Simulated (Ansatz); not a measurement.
# CaZn: trigonal deformation path

Computed with DFT LDA, scalar-relativistic, plane waves, PAW in Ansatz 0.2.0. Settings: plane waves to 420 eV, k-mesh 20×20×20 (Γ-centred), Gaussian smearing 0.15 eV. No spin polarisation. Energies are free energies at this smearing, counted from the undisturbed cell; pressure is positive in compression.

The starting cell (relaxed at this level; it needn't be the usual structure):

```
Ca Zn
1.0
     0.00000    2.96937    2.96937
     2.96937    0.00000    2.96937
     2.96937    2.96937    0.00000
Ca Zn
1 1
Direct
  0.00000 0.00000 0.00000
  0.50000 0.50000 0.50000
```

At fixed volume and fractional coordinates, lengths along (0.577, 0.577, 0.577) are scaled against those across it; ρ is that ratio over its starting value. The cell is metallic on the mesh throughout. At ρ = 0.500 the cell becomes cubic (Pm-3m), and there the slope of the energy vanishes by symmetry.

```tsv
ρ	ΔE (meV/atom)	pressure (GPa)
0.500	?	?
0.710	-27.3	-1.6
1.000	0.0	0.0
2.000	223.3	-2.3
```

Problem. Give the withheld values.

Solution. ΔE (meV/atom) at ρ = 0.500: -162.3; pressure (GPa) at ρ = 0.500: -4.9.